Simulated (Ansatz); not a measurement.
BAs:
```xyz
2
Lattice="0.0000 2.2854 2.2854 2.2854 0.0000 2.2854 2.2854 2.2854 0.0000" Properties=species:S:1:pos:R:3 pbc="T T T"
B      0.0000     0.0000     0.0000
As     2.2854     2.2854     2.2854
```

Relaxed with PBEsol. Special points in fractions of this cell's reciprocal vectors: Γ (0.000, 0.000, 0.000); X (0.500, 0.000, 0.500); U (0.625, 0.250, 0.625); K (0.375, 0.375, 0.750); L (0.500, 0.500, 0.500); W (0.500, 0.250, 0.750).

List the band energies nearest the Fermi level at these points for PBEsol with spin–orbit coupling in the plane-wave PAW code Ansatz.

In eV from the Fermi level; about four levels below and three above (degenerate sets whole), none deeper than 8.9 eV; points with the same levels are listed once.

| k | below | above |
|---|---|---|
| Γ | -0.21 -0.21 | 0.01 0.01 0.01 0.01 |
| X | -3.83 -3.83 -3.33 -3.33 | 3.48 3.48 10.69 10.69 |
| U | -2.98 -2.98 -0.57 -0.57 | 7.19 7.19 7.51 7.51 |
| L | – | 1.01 1.01 1.01 1.01 |
| W | -6.66 -6.66 -6.56 -6.56 | 3.11 3.11 4.40 4.40 |

Space group Fm-3m (rock salt). The start of the workflow was typed in or built on a structure type; neither database checked (COD, Materials Project) lists it. It is not the phase usual at ambient conditions (space group No. 216). The cell was relaxed with PBEsol under the symmetry of its start. At this level the phase is dynamically unstable (imaginary phonons). Its formation energy is positive at this level, so the cell may be metastable or incomplete.

Potentials: the later of the program's two PAW sets.
